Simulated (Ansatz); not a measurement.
One starting cell of LiH (a generated trial cell of LiH in the rocksalt structure type) was relaxed twice with Ansatz (plane waves, PAW, scalar-relativistic): with PBEsol at 420 eV and with PBE at 420 eV. The PBEsol result:

```xyz
2
Lattice="0.0000 1.9900 1.9900 1.9900 0.0000 1.9900 1.9900 1.9900 0.0000" Properties=species:S:1:pos:R:3 pbc="T T T"
H      0.0000     0.0000     0.0000
Li     1.9900     1.9900     1.9900
```

```
quantity                          PBEsol    PBE
--------------------------------  ------  -----
space group                        Fm-3m  Fm-3m
volume (Å³/atom)                    7.88   8.04
a (Å)                              3.980  4.007
gap (eV, no spin-orbit coupling)    2.73   2.98
```

Both levels end in the same structure; PBE's volume is 2.1 % larger; its gap is 0.25 eV larger. Neither column is exact.

No spin polarisation in the result.

Measured for LiH: gap 4.99 eV (as listed in M. J. van Setten et al., Physical Review B (2007)). Computed minus measured — gap: PBEsol -2.26 eV, PBE -2.01 eV. The computed values are for a static lattice, and a measured gap can be an optical one, lowered by exciton binding.

The run could not lose the symmetry of its start; a randomly shaken copy of 2 atoms returns to this structure.

All atoms sit on sites fixed by symmetry, so only the cell could relax.

Ansatz is a quantum-chemistry and plane-wave program.
